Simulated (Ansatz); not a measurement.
Consider the following.

Mg:
```
CELL_PARAMETERS angstrom
      3.07232     0.00000     0.00000
     -1.53616     2.66071     0.00000
      0.00000     0.00000     3.05664
ATOMIC_POSITIONS crystal
  Mg 0.00000 0.00000 0.00000
```

This is the PBEsol-relaxed structure. Tensor components refer to the Cartesian frame of this cell.

Task: All from PBEsol (plane waves, PAW; program Ansatz), unless another level is named. Give the bulk modulus (Birch–Murnaghan fit).

Result: 28.0 GPa.

Task: And the elastic constants (relaxed ions, GPa)?

Result: C11 = 68.9, C12 = 24.4, C13 = 3.9, C33 = 58.4, C44 = -13.7.

Space group P6/mmm (simple hexagonal). The workflow started from a Materials Project entry (that database holds measured and hypothetical structures alike); the Crystallography Open Database copy checked does not list it. It is not the phase usual at ambient conditions (space group No. 194). Symmetry was held in the PBEsol relaxation. At this level the phase is dynamically unstable (imaginary phonons). As this level gives no gap, shear constants depend on the k-mesh and smearing (Fermi–Dirac, 0.1 eV here).

Potentials: the earlier of the program's two PAW sets.
